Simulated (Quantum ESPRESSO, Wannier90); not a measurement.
Wannierisation of Li2Se (anti-fluorite)

```
begin unit_cell_cart
ang
    0.0000000000    2.9760450000    2.9760450000
    2.9760450000    0.0000000000    2.9760450000
    2.9760450000    2.9760450000    0.0000000000
end unit_cell_cart
begin atoms_frac
Li  -0.2500000000 -0.2500000000 -0.2500000000
Li   0.2500000000  0.2500000000  0.2500000000
Se   0.0000000000  0.0000000000  0.0000000000
end atoms_frac
```

Structure: Materials Project mp-2286, symmetrised, not relaxed again. COD (Crystallography Open Database) has an entry of this formula and space group (matched by these alone). Method: PBE plane waves in Quantum ESPRESSO 7.5 (PseudoDojo norm-conserving files, 69 Ry, no spin polarisation, no spin-orbit coupling), Bloch states on a 10×10×10 mesh through Γ, Wannier90 4.0.1. Density: 10×10×10 mesh, cold smearing 0.01 Ry. Spin-orbit coupling, left out, would split the p-like bands by a few tenths of an eV.

A tight-binding model is made by disentanglement and projection with no localisation steps (num_iter = 0), so the 12 orbitals stay atom-like: hydrogen-like Li: s;p; Se: s;p, axes along x, y, z; frozen window up to 4.46 eV relative to the valence-band maximum. It follows pw.x to 5.0 meV rms for states up to 4.0 eV relative to the valence-band maximum. Matrix elements depend on this choice of orbitals and windows.

Problem. What are the on-site energies relative to the valence-band maximum, and how fast do the hoppings decay?

Solution. 
| atom | orbitals | energy (eV) |
|---|---|---|
| Li1 | s | 7.54 |
| Li1 | pz px py | 8.82 |
| Li2 | s | 7.54 |
| Li2 | pz px py | 8.82 |
| Se3 | s | -9.31 |
| Se3 | pz px py | 1.71 |

```csv
distance of the centres (Å),largest modulus (eV)
2–3,2.0
4–5,0.14
5–6,0.45
6–7,0.038
7–8,0.025
8–9,0.014
9–10,0.0058
10–11,0.0069
11–12,0.0029
12–13,0.0042
```
